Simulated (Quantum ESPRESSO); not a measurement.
# Ti4O6NF: finding a planted mistake in a log

A calculation, not a measurement. The program is pw.x of Quantum ESPRESSO 7.5 (plane-wave density functional theory). The cell is made up: 12 atoms on a rutile lattice, with randomly drawn elements, strain and displacements, not relaxed. PseudoDojo standard norm-conserving files (v0.5 for PBE, v0.4.1 for LDA and PBEsol) set the functional; there is no spin polarisation, spin-orbit coupling or dispersion term, and the masses in the input are unused placeholders.

Intended input:

```
&control calculation='scf', pseudo_dir='./dojo.nc.sr.pbe.v0_5.standard.upf', outdir='./o', disk_io='low', tprnfor=.true., tstress=.true. /
&system ibrav=0, nat=12, ntyp=4, nbnd=54, ecutwfc=84.00895049, nosym=.true., tot_charge=0,
 occupations='smearing', smearing='fd', degauss=0.0018374661
/
&electrons conv_thr=7.350e-09, electron_maxstep=60, /
ATOMIC_SPECIES
F 1.0 F.upf
N 1.0 N.upf
O 1.0 O.upf
Ti 1.0 Ti.upf
CELL_PARAMETERS angstrom
4.6966 0.0347 0.0276
0.0347 4.5952 -0.0152
0.0352 -0.0194 5.8163
ATOMIC_POSITIONS angstrom
Ti -0.0016 0.001 0.0238
Ti 2.3666 2.3053 1.5142
Ti 0.0371 -0.0183 2.9396
Ti 2.4143 2.2707 4.3768
O 1.4341 1.3726 0.1621
O 3.2753 3.2045 -0.048
O 3.7858 1.0057 1.4743
N 0.9629 3.7059 1.4458
O 1.4349 1.2991 2.8902
F 3.3611 3.2121 2.9314
O 3.7379 0.8668 4.4815
O 1.0121 3.6714 4.3069
K_POINTS automatic
5 5 4 1 1 1
```

The log is shortened where brackets say so; the opening notice, blank lines, dates and the lines on written files are dropped, and the path of the files is cut. It prints rydbergs, bohrs and kilobars, and counts compression as positive stress. Where no state is partly filled, the Fermi energy that it prints is only some level between the filled and the empty states on the mesh, and need not lie in the true gap.

Log of the intended run:

```
     Program PWSCF v.7.5
     Parallel version (MPI & OpenMP), running on       4 processor cores
     Number of MPI processes:                 4
     Threads/MPI process:                     1
     [start-up lines left out]
     bravais-lattice index     =            0
     lattice parameter (alat)  =       8.8757  a.u.
     unit-cell volume          =     847.0066 (a.u.)^3
     number of atoms/cell      =           12
     number of atomic types    =            4
     number of electrons       =        96.00
     number of Kohn-Sham states=           54
     kinetic-energy cutoff     =      84.0090  Ry
     charge density cutoff     =     336.0358  Ry
     scf convergence threshold =      7.3E-09
     mixing beta               =       0.7000
     number of iterations used =            8  plain     mixing
     Exchange-correlation= PBE
                           (   1   4   3   4   0   0   0)
     [axes and pseudopotential details left out]
   Cartesian axes
     site n.     atom                  positions (alat units)
         1        Ti     tau(   1) = (  -0.0003407   0.0002129   0.0050673  )
         2        Ti     tau(   2) = (   0.5038740   0.4908226   0.3223891  )
         3        Ti     tau(   3) = (   0.0078990  -0.0038963   0.6258717  )
         4        Ti     tau(   4) = (   0.5140298   0.4834559   0.9318667  )
         5        O      tau(   5) = (   0.3053349   0.2922409   0.0345128  )
         6        O      tau(   6) = (   0.6973458   0.6822717  -0.0102197  )
         7        O      tau(   7) = (   0.8060366   0.2141241   0.3138939  )
         8        N      tau(   8) = (   0.2050115   0.7890250   0.3078260  )
         9        O      tau(   9) = (   0.3055053   0.2765920   0.6153539  )
        10        F      tau(  10) = (   0.7156135   0.6838898   0.6241258  )
        11        O      tau(  11) = (   0.7958381   0.1845508   0.9541584  )
        12        O      tau(  12) = (   0.2154867   0.7816796   0.9169842  )
     number of k points=    50  Fermi-Dirac smearing, width (Ry)=  0.0018
                       cart. coord. in units 2pi/alat
        k(    1) = (   0.0986607   0.1017992   0.1006831), wk =   0.0400000
        k(    2) = (   0.0974692   0.1024760   0.3025739), wk =   0.0400000
     [further k points left out]
     Dense  grid:    88057 G-vectors     FFT dimensions: (  54,  54,  72)
     Estimated max dynamical RAM per process >     257.73 MB
     Estimated total dynamical RAM >     966.42 MB
     Initial potential from superposition of free atoms
     starting charge      95.9936, renormalised to      96.0000
     Starting wfcs are   72 randomized atomic wfcs
     total cpu time spent up to now is        9.5 secs
     per-process dynamical memory:   207.3 Mb
     Self-consistent Calculation
     iteration #  1     ecut=    84.01 Ry     beta= 0.70
     Davidson diagonalization with overlap
     ethr =  1.00E-02,  avg # of iterations =  2.0
     total cpu time spent up to now is       23.5 secs
     total energy              =    -741.32142785 Ry
     estimated scf accuracy    <       5.86938963 Ry
     iteration #  2     ecut=    84.01 Ry     beta= 0.70
     Davidson diagonalization with overlap
     ethr =  6.11E-03,  avg # of iterations =  7.0
     total cpu time spent up to now is       52.8 secs
     total energy              =    -734.47318617 Ry
     estimated scf accuracy    <      75.52222444 Ry
     [iterations 3 to 20 left out]
     iteration # 21     ecut=    84.01 Ry     beta= 0.70
     Davidson diagonalization with overlap
     ethr =  4.35E-11,  avg # of iterations =  1.8
     total cpu time spent up to now is      397.0 secs
     total energy              =    -744.58964825 Ry
     estimated scf accuracy    <       0.00000001 Ry
     iteration # 22     ecut=    84.01 Ry     beta= 0.70
     Davidson diagonalization with overlap
     ethr =  1.22E-11,  avg # of iterations =  5.0
     total cpu time spent up to now is      417.1 secs
     End of self-consistent calculation
     [lines on levels left out]
     the Fermi energy is    10.2945 ev
!    total energy              =    -744.58964825 Ry
     estimated scf accuracy    <          1.0E-09 Ry
     smearing contrib. (-TS)   =      -0.00000000 Ry
     internal energy E=F+TS    =    -744.58964825 Ry
     The total energy is F=E-TS. E is the sum of the following terms:
     one-electron contribution =    -254.69169985 Ry
     hartree contribution      =     175.03566834 Ry
     xc contribution           =    -137.22156440 Ry
     ewald contribution        =    -527.71205234 Ry
     convergence has been achieved in  22 iterations
     Forces acting on atoms (cartesian axes, Ry/au):
     atom    1 type  4   force =     0.03004564   -0.02259963    0.07680297
     atom    2 type  4   force =    -0.09109577   -0.02076452   -0.12897595
     atom    3 type  4   force =     0.09097173    0.04210881   -0.08267958
     atom    4 type  4   force =    -0.05434257   -0.05262818    0.14812123
     atom    5 type  3   force =     0.02566611    0.02787973   -0.06806272
     atom    6 type  3   force =    -0.00991008   -0.00964096   -0.01088604
     atom    7 type  3   force =     0.01231549   -0.02953093    0.02754464
     atom    8 type  2   force =    -0.01731074   -0.00825981    0.03018554
     atom    9 type  3   force =     0.04063138    0.05547810    0.03409286
     atom   10 type  1   force =    -0.00426729   -0.00014838    0.02160555
     atom   11 type  3   force =    -0.01945560    0.03283769   -0.05783862
     atom   12 type  3   force =    -0.00324831   -0.01473193    0.01009013
     Total force =     0.313323     Total SCF correction =     0.000103
     Computing stress (Cartesian axis) and pressure
          total   stress  (Ry/bohr**3)                   (kbar)     P=       78.26
   0.00028022   0.00016910   0.00004648           41.22       24.88        6.84
   0.00016910   0.00049182  -0.00001036           24.88       72.35       -1.52
   0.00004648  -0.00001036   0.00082391            6.84       -1.52      121.20
     init_run     :      9.07s CPU      9.39s WALL (       1 calls)
     electrons    :    405.61s CPU    407.67s WALL (       1 calls)
     forces       :      2.22s CPU      2.26s WALL (       1 calls)
     stress       :      7.47s CPU      7.47s WALL (       1 calls)
     [timing details left out]
     PWSCF        :   7m 4.59s CPU   7m 7.12s WALL
     JOB DONE.
```

A second run was made from an input with one planted mistake. Its log:

```
     Program PWSCF v.7.5
     Parallel version (MPI & OpenMP), running on       4 processor cores
     Number of MPI processes:                 4
     Threads/MPI process:                     1
     [start-up lines left out]
     bravais-lattice index     =            0
     lattice parameter (alat)  =       9.0231  a.u.
     unit-cell volume          =     889.9094 (a.u.)^3
     number of atoms/cell      =           12
     number of atomic types    =            4
     number of electrons       =        96.00
     number of Kohn-Sham states=           54
     kinetic-energy cutoff     =      84.0090  Ry
     charge density cutoff     =     336.0358  Ry
     scf convergence threshold =      7.3E-09
     mixing beta               =       0.7000
     number of iterations used =            8  plain     mixing
     Exchange-correlation= PBE
                           (   1   4   3   4   0   0   0)
     [axes and pseudopotential details left out]
   Cartesian axes
     site n.     atom                  positions (alat units)
         1        Ti     tau(   1) = (  -0.0003351   0.0002094   0.0050683  )
         2        Ti     tau(   2) = (   0.5038731   0.4908255   0.3223791  )
         3        Ti     tau(   3) = (   0.0078956  -0.0038954   0.6258674  )
         4        Ti     tau(   4) = (   0.5140306   0.4834535   0.9318689  )
         5        O      tau(   5) = (   0.3053313   0.2922418   0.0345144  )
         6        O      tau(   6) = (   0.6973467   0.6822675  -0.0102203  )
         7        O      tau(   7) = (   0.8060211   0.2141236   0.3138971  )
         8        N      tau(   8) = (   0.2050133   0.7890152   0.3078236  )
         9        O      tau(   9) = (   0.3054989   0.2765972   0.6153539  )
        10        F      tau(  10) = (   0.7156092   0.6838802   0.6241291  )
        11        O      tau(  11) = (   0.7958217   0.1845517   0.9541525  )
        12        O      tau(  12) = (   0.2154849   0.7816641   0.9169783  )
     number of k points=    50  Fermi-Dirac smearing, width (Ry)=  0.0018
                       cart. coord. in units 2pi/alat
        k(    1) = (   0.0986593   0.1018001   0.1006824), wk =   0.0400000
        k(    2) = (   0.0974661   0.1024790   0.3025731), wk =   0.0400000
     [further k points left out]
     Dense  grid:    92619 G-vectors     FFT dimensions: (  54,  54,  72)
     Estimated max dynamical RAM per process >     269.78 MB
     Estimated total dynamical RAM >    1011.27 MB
     Initial potential from superposition of free atoms
     starting charge      95.9936, renormalised to      96.0000
     Starting wfcs are   72 randomized atomic wfcs
     total cpu time spent up to now is        9.6 secs
     per-process dynamical memory:   216.4 Mb
     Self-consistent Calculation
     iteration #  1     ecut=    84.01 Ry     beta= 0.70
     Davidson diagonalization with overlap
     ethr =  1.00E-02,  avg # of iterations =  2.0
     total cpu time spent up to now is       24.0 secs
     total energy              =    -741.17391700 Ry
     estimated scf accuracy    <       6.05959140 Ry
     iteration #  2     ecut=    84.01 Ry     beta= 0.70
     Davidson diagonalization with overlap
     ethr =  6.31E-03,  avg # of iterations =  7.4
     total cpu time spent up to now is       53.8 secs
     total energy              =    -733.64261406 Ry
     estimated scf accuracy    <      86.44930458 Ry
     [iterations 3 to 21 left out]
     iteration # 22     ecut=    84.01 Ry     beta= 0.70
     Davidson diagonalization with overlap
     ethr =  7.77E-11,  avg # of iterations =  5.6
     total cpu time spent up to now is      422.4 secs
     total energy              =    -744.59589772 Ry
     estimated scf accuracy    <       0.00000004 Ry
     iteration # 23     ecut=    84.01 Ry     beta= 0.70
     Davidson diagonalization with overlap
     ethr =  4.07E-11,  avg # of iterations =  2.1
     total cpu time spent up to now is      436.5 secs
     End of self-consistent calculation
     [lines on levels left out]
     the Fermi energy is     9.5266 ev
!    total energy              =    -744.59589772 Ry
     estimated scf accuracy    <          6.9E-09 Ry
     smearing contrib. (-TS)   =      -0.00000000 Ry
     internal energy E=F+TS    =    -744.59589772 Ry
     The total energy is F=E-TS. E is the sum of the following terms:
     one-electron contribution =    -267.43968768 Ry
     hartree contribution      =     178.74745545 Ry
     xc contribution           =    -136.81127377 Ry
     ewald contribution        =    -519.09239172 Ry
     convergence has been achieved in  23 iterations
     Forces acting on atoms (cartesian axes, Ry/au):
     atom    1 type  4   force =     0.02710325   -0.01742676    0.07465156
     atom    2 type  4   force =    -0.08965914   -0.02896159   -0.12582104
     atom    3 type  4   force =     0.09535808    0.03856784   -0.07732307
     atom    4 type  4   force =    -0.04528265   -0.04781161    0.14566196
     atom    5 type  3   force =     0.02999340    0.03251215   -0.05857635
     atom    6 type  3   force =    -0.01740795   -0.01725650   -0.01451454
     atom    7 type  3   force =     0.01289239   -0.03096532    0.02390840
     atom    8 type  2   force =    -0.02278482   -0.00124176    0.02882531
     atom    9 type  3   force =     0.04170704    0.05683558    0.02983971
     atom   10 type  1   force =    -0.00941155   -0.00500619    0.01942435
     atom   11 type  3   force =    -0.01271136    0.02843680   -0.05186810
     atom   12 type  3   force =    -0.00979670   -0.00768264    0.00579183
     Total force =     0.304763     Total SCF correction =     0.000182
     Computing stress (Cartesian axis) and pressure
          total   stress  (Ry/bohr**3)                   (kbar)     P=      -31.72
  -0.00041252   0.00019053   0.00000253          -60.68       28.03        0.37
   0.00019053  -0.00020275  -0.00001540           28.03      -29.82       -2.26
   0.00000253  -0.00001540  -0.00003165            0.37       -2.26       -4.66
     init_run     :      9.12s CPU      9.46s WALL (       1 calls)
     electrons    :    423.85s CPU    426.91s WALL (       1 calls)
     forces       :      2.37s CPU      2.40s WALL (       1 calls)
     stress       :      7.86s CPU      7.87s WALL (       1 calls)
     [timing details left out]
     PWSCF        :   7m23.41s CPU   7m26.98s WALL
     JOB DONE.
```

Question: what was wrong in the second input?

Answer: the cell and the positions are scaled by a wrong factor. The input lines that differ, file-writing options aside:

```
- 4.6966 0.0347 0.0276
+ 4.7746 0.0353 0.0281
- 0.0347 4.5952 -0.0152
+ 0.0353 4.6715 -0.0155
- 0.0352 -0.0194 5.8163
+ 0.0358 -0.0197 5.9129
- Ti -0.0016 0.001 0.0238
+ Ti -0.0016 0.001 0.0242
- Ti 2.3666 2.3053 1.5142
+ Ti 2.4059 2.3436 1.5393
- Ti 0.0371 -0.0183 2.9396
+ Ti 0.0377 -0.0186 2.9884
- Ti 2.4143 2.2707 4.3768
+ Ti 2.4544 2.3084 4.4495
- O 1.4341 1.3726 0.1621
+ O 1.4579 1.3954 0.1648
- O 3.2753 3.2045 -0.048
+ O 3.3297 3.2577 -0.0488
- O 3.7858 1.0057 1.4743
+ O 3.8486 1.0224 1.4988
- N 0.9629 3.7059 1.4458
+ N 0.9789 3.7674 1.4698
- O 1.4349 1.2991 2.8902
+ O 1.4587 1.3207 2.9382
- F 3.3611 3.2121 2.9314
+ F 3.4169 3.2654 2.9801
- O 3.7379 0.8668 4.4815
+ O 3.7999 0.8812 4.5559
- O 1.0121 3.6714 4.3069
+ O 1.0289 3.7323 4.3784
```

```
                                            intended run  run with the mistake
                          free energy (eV)    -10130.658            -10130.743
                    smearing term -TS (eV)        0.0000                0.0000
                            pressure (GPa)          7.83                 -3.17
            largest force component (eV/Å)         3.808                 3.745
largest change of a force component (eV/Å)                               0.244
                                iterations            22                    23
```

For scale, a rerun of the intended cell at a cutoff of 1437 eV and k mesh 7 x 7 x 6 moved values by no more than 0.004 eV in energy, 0.05 GPa in stress and 0.002 eV/Å in force.